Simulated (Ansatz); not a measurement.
Zr3N2: pressure against volume

Zr3N2, R-3c, a = 5.599 Å, c = 15.581 Å. The structure is a Materials Project entry; whether it is the stable form wasn't checked. Ansatz: PBEsol, PAW, 420 eV, Γ-centred 12×12×12 mesh on 10 atoms, Gaussian smearing 0.10 eV; no spin polarisation. Shape and atoms are relaxed at each volume; pressure is positive in compression.

| V (Å³/atom) | P (GPa) |
| --- | --- |
| 12.408 | ? |
| 12.831 | 24.13 |
| 13.254 | 14.84 |
| 13.677 | 6.85 |
| 14.100 | 0.00 |
| 14.523 | -5.88 |
| 14.946 | -10.92 |
| 15.510 | -16.52 |

**Question.** Take V0 = 14.100 Å³/atom, fit the third-order Birch–Murnaghan form to the other rows, and predict the missing pressure.

**Answer.** With the Eulerian strain f = ½[(V0/V)^(2/3) − 1] and y = P/[3f(1 + 2f)^(5/2)], the form is the line y = B0 + 1.5 B0 (B0′ − 4) f. Rows (f, y): 0.03245, 211.8; 0.02106, 211.9; 0.01026, 211.5; -0.00976, 211.0; -0.01905, 210.6; -0.03078, 209.7. Means f = 0.0006967, y = 211.08; Σ(Δf)² = 0.003004, ΣΔfΔy = 0.09733; the slope is their ratio. y = 211.1 + 32.40 f GPa, so B0 = 211.1 GPa and B0′ = 4 + 2 × (32.40)/(3 × 211.1) = 4.10. At V = 12.408, f = 0.04448, y = 212.54 and P = 35.10 GPa. The run gave 34.94 GPa, so the fit is 0.16 GPa too high, a small miss on the scale of the series.